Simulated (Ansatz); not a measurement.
CdF2: levels along high-symmetry lines

```
Cd F
1.0
     0.00000    2.74072    2.74072
     2.74072    0.00000    2.74072
     2.74072    2.74072    0.00000
Cd F
1 2
Direct
  0.00000 0.00000 0.00000
  0.25000 0.25000 0.25000
  0.75000 0.75000 0.75000
```

Atom numbers follow the list: Cd1, F2, F3.

The cell was built from the fluorite type and relaxed in the same program, and has space group Fm-3m; it needn't be a known or the stable phase.

Computed with DFT, PBE, all-electron LAPW, scalar-relativistic in Ansatz 0.2.0.

Sampling and basis: a Γ-centred 11×11×11 k mesh, Fermi–Dirac smearing of 0.05 eV, basis error target 1 meV/atom, no spin polarisation.

Points in fractions of the reciprocal vectors of this cell: Γ (0, 0, 0), X (0.5, 0, 0.5), U (0.625, 0.25, 0.625), K (0.375, 0.375, 0.75), L (0.5, 0.5, 0.5), W (0.5, 0.25, 0.75). The path joins them by straight lines in the order Γ–X–U–K–Γ–L–W–X; legs that retrace an earlier one aren't tabulated. Energies are in eV from the top of the valence band.

Q: Metal or insulator at this level of theory?

A: An insulator or semiconductor: gap 2.91 eV, indirect from W (0.5, 0.25, 0.75) to Γ.

Q: Tabulate bands 18 to 25, counted from the lowest band of the run, along the path.

A: 
```tsv
k (1/Å)	point	band 18	band 19	band 20	band 21	band 22	band 23	band 24	band 25
0.00	Γ	-0.85	-0.85	-0.56	-0.56	-0.56	2.91	12.46	12.46
0.29		-1.12	-1.12	-0.54	-0.47	-0.47	3.61	11.62	12.69
0.57		-1.72	-1.72	-0.50	-0.30	-0.30	5.05	10.45	13.21
0.86		-2.38	-2.38	-0.44	-0.15	-0.15	6.64	9.68	13.06
1.15	X	-2.69	-2.69	-0.42	-0.08	-0.08	7.60	9.39	11.83
1.25		-2.66	-2.64	-0.43	-0.12	-0.09	7.61	9.47	11.77
1.35		-2.59	-2.52	-0.48	-0.21	-0.11	7.61	9.68	11.59
1.45		-2.47	-2.37	-0.62	-0.28	-0.15	7.61	10.01	11.30
1.55	U	-2.32	-2.21	-0.84	-0.30	-0.20	7.56	10.43	10.94
1.73		-2.34	-1.90	-1.06	-0.42	-0.11	7.52	10.45	11.19
1.90		-2.36	-1.51	-1.39	-0.48	-0.07	7.49	10.38	11.69
2.08		-2.34	-1.90	-1.06	-0.42	-0.11	7.52	10.45	11.19
2.25	K	-2.32	-2.21	-0.84	-0.30	-0.20	7.56	10.43	10.94
2.56		-1.79	-1.70	-1.51	-0.36	-0.31	6.86	10.15	11.85
2.86		-1.54	-1.30	-1.14	-0.48	-0.37	5.32	10.43	12.74
3.17		-1.12	-0.97	-0.66	-0.54	-0.47	3.71	11.53	12.68
3.47	Γ	-0.85	-0.85	-0.56	-0.56	-0.56	2.91	12.46	12.46
3.72		-0.97	-0.97	-0.63	-0.53	-0.53	3.47	11.75	12.67
3.97		-1.24	-1.24	-1.09	-0.48	-0.48	4.72	10.58	13.20
4.21		-1.71	-1.53	-1.53	-0.44	-0.44	6.06	9.55	13.80
4.46	L	-2.06	-1.65	-1.65	-0.43	-0.43	6.80	8.98	14.06
4.66		-2.02	-1.72	-1.51	-0.43	-0.39	6.90	9.15	13.55
4.87		-2.12	-1.69	-1.38	-0.44	-0.24	7.17	9.64	12.56
5.07		-2.36	-1.51	-1.39	-0.48	-0.07	7.49	10.38	11.69
5.27	W	-2.47	-1.42	-1.42	-0.50	0.00	7.66	11.33	11.33
5.42		-2.49	-1.89	-0.93	-0.49	-0.01	7.65	10.58	11.40
5.56		-2.55	-2.30	-0.50	-0.46	-0.04	7.63	9.96	11.54
5.70		-2.64	-2.59	-0.43	-0.19	-0.07	7.61	9.54	11.73
5.85	X	-2.69	-2.69	-0.42	-0.08	-0.08	7.60	9.39	11.83
```

Kohn–Sham gaps of semilocal functionals usually fall short of measured ones.
